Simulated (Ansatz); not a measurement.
Consider the following.

MgO:
```yaml
crystal:
  lattice:
    - [2.63352, 0.00000, 0.00000]
    - [0.00000, 2.63352, 0.00000]
    - [0.00000, 0.00000, 2.63352]
  atoms:
    - { symbol: Mg, position: [0.00000, 0.00000, 0.00000] }
    - { symbol: O, position: [0.50000, 0.50000, 0.50000] }
```

This is the PBEsol-relaxed structure.

### Question
All from PBEsol (plane waves, PAW; program Ansatz), unless another level is named. Give the bulk modulus (Birch–Murnaghan fit).

### Answer
147 GPa.

### Question
Give the highest zone-centre frequency (without LO–TO term).

### Answer
128 cm⁻¹.

Space group Pm-3m (CsCl type). This is a known high-pressure phase of the composition, computed here at zero pressure and temperature. The PBEsol relaxation kept the symmetry of its start. At this level the phase is dynamically unstable (imaginary phonons).

Potentials: the earlier of the program's two PAW sets. The files were generated under PBE; for other functionals the program regenerates the frozen cores, and for LDA and PBEsol the local potential too.
